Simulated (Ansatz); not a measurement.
Equation of state of Fe from a dense series

```xyz
2
Lattice="2.4342 0.0000 0.0000 -1.2171 2.1080 0.0000 0.0000 0.0000 3.8419" Properties=species:S:1:pos:R:3 pbc="T T T"
Fe    0.0000    1.4054    0.9605
Fe    1.2171    0.7027    2.8815
```

Atom numbers follow the list: Fe1, Fe2.

The cell is the one relaxed in the Materials Project (mp-136), not relaxed further here; entries there can be hypothetical.

Spin polarisation is left out, and whether a magnetic state lies lower isn't shown here.

The calculation used DFT, PBEsol, all-electron LAPW, scalar-relativistic in Ansatz 0.2.0.

Numerical set-up: a Γ-centred 17×17×10 k mesh, Fermi–Dirac smearing of 0.08 eV, basis error target 0.25 meV/atom, no spin polarisation.

The cell is scaled evenly. Fractional coordinates are held (clamped ions).

```csv
V (Å³/atom),P (GPa)
9.266,21.35
9.463,12.95
9.660,5.45
9.759,2.00
9.857,-1.26
9.956,-4.35
10.054,-7.26
10.251,-12.62
10.448,-17.41
```

Question: Fit a third-order Birch–Murnaghan curve to the pressures.

Answer: P = (3B0/2)(y^(7/2) − y^(5/2))[1 + (3/4)(B0′ − 4)(y − 1)] with y = (V0/V)^(2/3) fits within 0.01 GPa for V0 = 9.818 Å³/atom, B0 = 322.7 GPa and B0′ = 4.58.

Question: Predict the pressure at the withheld volume, 9.271 Å³/atom.

Answer: There y = 1.0390, so the fit gives 21.13 GPa; the run gave 21.12 GPa.
